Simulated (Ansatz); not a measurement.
Starting cell, TiO2 (rutile):

```yaml
crystal:
  lattice:
    - [4.59159, 0.00000, 0.00000]
    - [0.00000, 4.59159, 0.00000]
    - [0.00000, 0.00000, 2.93910]
  atoms:
    - { symbol: Ti, position: [0.00000, 0.00000, 0.00000] }
    - { symbol: Ti, position: [0.50000, 0.50000, 0.50000] }
    - { symbol: O, position: [0.30442, 0.30442, 0.00000] }
    - { symbol: O, position: [0.80442, 0.19558, 0.50000] }
    - { symbol: O, position: [0.19558, 0.80442, 0.50000] }
    - { symbol: O, position: [0.69558, 0.69558, 0.00000] }
```

Scan: atom 1 (Ti, nearest neighbour O at 1.942 Å; its periodic images, 2.9 Å or more away, move with it) is displaced along Cartesian z, direction (0.000, 0.000, 1.000) in Cartesian axes, by s. The other atoms stay.

Computed with PBEsol (plane waves to 420 eV, PAW, scalar-relativistic; Ansatz, a quantum-chemistry and plane-wave program). k mesh 6×6×9 (Γ-centred), Fermi-Dirac smearing 0.05 eV. The energy includes the smearing's −TS. The PAW data are Ansatz's earlier set. TiO2 is run without spin polarisation. TiO2 was relaxed with its symmetry unable to fall. ΔE is measured from the undisplaced structure.

```csv
s (Å),ΔE (meV/cell)
-0.190,withheld
-0.152,24.7
-0.114,9.8
-0.076,3.0
-0.038,0.5
0.000,0.0
0.038,0.5
0.076,3.0
0.114,9.8
0.152,24.7
0.190,withheld
```

Q: Fit an even polynomial form (powers 2, 4) to the given rows and predict ΔE at s = 0.190.

A: Least squares on the 9 given rows: ΔE = (342.4)·s² + (31470)·s⁴, in meV/cell with s in Å; root-mean-square residual 0.04 meV/cell. At 0.190 the fit gives 53.4 meV/cell; the calculation gives 52.3 meV/cell, so the extrapolation is off by 1.1 (+2.1 %). The quadratic term alone would give 12.4 meV/cell.

(A displaced cell: forces are minus the slopes of the energy, force constants its curvatures, and phonons follow from these.)
